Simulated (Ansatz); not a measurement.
A geometry of Cu away from equilibrium: step 12 of the relaxation of a generated cell, Cu built in the AFLOW prototype A_hR2_166_c (A7, as in As). Calculation: PBE (plane waves to 420 eV, PAW, scalar-relativistic; Ansatz, a program for electronic structure). Γ-centred k-mesh 13×13×13 on the run's cell (coarser than for final values), Fermi–Dirac smearing 0.05 eV.

```
Cu
1.0
    1.35592     0.78284     3.66128
   -1.35592     0.78284     3.66128
    0.00000    -1.56568     3.66128
Cu
2
Direct
  0.25000   0.25000   0.25000
  0.75000   0.75000   0.75000
```

**Question.** Which atoms carry the largest force, and which way does it point?

**Answer.** No atom: all forces are below 0.005 eV/Å; only the cell is out of equilibrium.

**Question.** What is the pressure?

**Answer.** +8.8 GPa, compression positive.

**Question.** How much energy per atom can still be gained by relaxing?

**Answer.** 0.13 eV/atom; the path ends in Fm-3m (No. 225) (fcc (Cu type)).

No spin polarisation in the result.

The run could not lose the symmetry of its start.
